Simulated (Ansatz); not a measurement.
Equation of state of Sb from a dense series

```yaml
crystal:
  lattice:
    - [3.36900, 0.00000, 0.00000]
    - [-1.68450, 2.91764, 0.00000]
    - [0.00000, 0.00000, 5.33000]
  atoms:
    - { symbol: Sb, position: [0.33333, 0.66667, 0.25000] }
    - { symbol: Sb, position: [0.66667, 0.33333, 0.75000] }
```

Atoms are numbered in the order listed.

The cell is COD entry 1539203, as deposited and not checked against the literature; nothing was relaxed.

No spin–orbit coupling, which matters for the heavy atoms here.

These are results of DFT, LDA, all-electron LAPW, scalar-relativistic in Ansatz 0.2.0, not measurements.

Numerical set-up: a Γ-centred 12×12×7 k mesh, Fermi–Dirac smearing of 0.03 eV, basis error target 0.5 meV/atom, no spin polarisation.

The cell is scaled evenly. Fractional coordinates are held (clamped ions).

```json
{"V (Å³/atom)": "25.148", "P (GPa)": "1.62"}
{"V (Å³/atom)": "25.672", "P (GPa)": "0.06"}
{"V (Å³/atom)": "25.934", "P (GPa)": "-0.66"}
{"V (Å³/atom)": "26.196", "P (GPa)": "-1.34"}
{"V (Å³/atom)": "26.458", "P (GPa)": "-1.99"}
{"V (Å³/atom)": "26.720", "P (GPa)": "-2.60"}
{"V (Å³/atom)": "27.244", "P (GPa)": "-3.74"}
{"V (Å³/atom)": "27.767", "P (GPa)": "-4.75"}
```

Task: Fit a third-order Birch–Murnaghan curve to the pressures.

Result: P = (3B0/2)(y^(7/2) − y^(5/2))[1 + (3/4)(B0′ − 4)(y − 1)] with y = (V0/V)^(2/3) fits within 0.01 GPa for V0 = 25.693 Å³/atom, B0 = 72.2 GPa and B0′ = 4.26.

Task: Predict the pressure at the withheld volume, 24.624 Å³/atom.

Result: There y = 1.0287, so the fit gives 3.36 GPa; the run gave 3.33 GPa.
